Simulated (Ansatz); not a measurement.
Data:

Cu:
```
Cu
1.0
    2.53232     0.00000     0.00000
   -1.26616     2.19305     0.00000
    0.00000     0.00000     4.13292
Cu
2
Direct
  0.33333   0.66667   0.25000
  0.66667   0.33333   0.75000
```

This is the r²SCAN-relaxed structure. x, y and z are the axes in which the lattice vectors are written.

Q: All from plane-wave PAW r²SCAN (Ansatz code), unless another level is named. Estimate the Hill bulk and shear moduli.

A: 161 and 53.9 GPa.

Q: What about the elastic constants (relaxed ions, GPa)?

A: C11 = 238, C12 = 143, C13 = 101, C33 = 287, C44 = 46.6.

Space group P6_3/mmc (hcp (Mg type)). The first step of the workflow began from a Materials Project structure, measured or hypothetical; the Crystallography Open Database copy checked does not list it. It is not the phase usual at ambient conditions (space group No. 225). The cell was relaxed with r²SCAN under the symmetry of its start; of distortions, only those at the zone centre were tested. The run is not spin-polarised. As this level gives no gap, shear constants depend on the k-mesh and smearing (Fermi–Dirac, 0.1 eV here). On the denser mesh and wider smearing of the elastic run this cell carries a stress of 0.7 GPa.

Potentials: the earlier of the program's two PAW sets.
